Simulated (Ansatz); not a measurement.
# Mo: from a starting cell to a relaxed one

The start is a generated cell, Mo built in the beta-W structure type. The structure is fully relaxed (lattice and positions, P = 0) with r2SCAN (plane waves to 500 eV, PAW, scalar-relativistic; Ansatz, an electronic-structure program). The first steps use a coarse 7×7×7 k-mesh.

Initial structure:
```
Mo
1.0
    5.03343     0.00000     0.00000
    0.00000     5.03343     0.00000
    0.00000     0.00000     5.03343
Mo
8
Direct
  0.25000   0.00000   0.50000
  0.75000   0.00000   0.50000
  0.00000   0.50000   0.25000
  0.00000   0.50000   0.75000
  0.50000   0.25000   0.00000
  0.50000   0.75000   0.00000
  0.00000   0.00000   0.00000
  0.50000   0.50000   0.50000
```

- Outcome: The space group stays Pm-3n (No. 223) (the run could not lower it), with 8 atoms in the primitive cell
- Energy released: under 0.01 eV/atom
- Volume change: -0.3 %, from 15.94 to 15.89 Å³/atom
- Shortest distances (start → end): The closest pairs of elements (up to four, under 3.6 Å), start → end: Mo–Mo 2.52 → 2.51 Å
- Optimiser moves: 4

Final values are on a 9×9×9 k-mesh of the relaxed cell. No spin polarisation in the result.

The run could not lose the symmetry of its start; a randomly shaken copy of 8 atoms returns to this structure.

All atoms sit on sites fixed by symmetry, so only the cell could relax.

The relaxed structure here is a generated cell of Mo: the first start was made by placing the elements on the sites of a structure type, and the end was not matched to a known phase here, so it may be hypothetical. Known forms of Mo include space group No. 229.
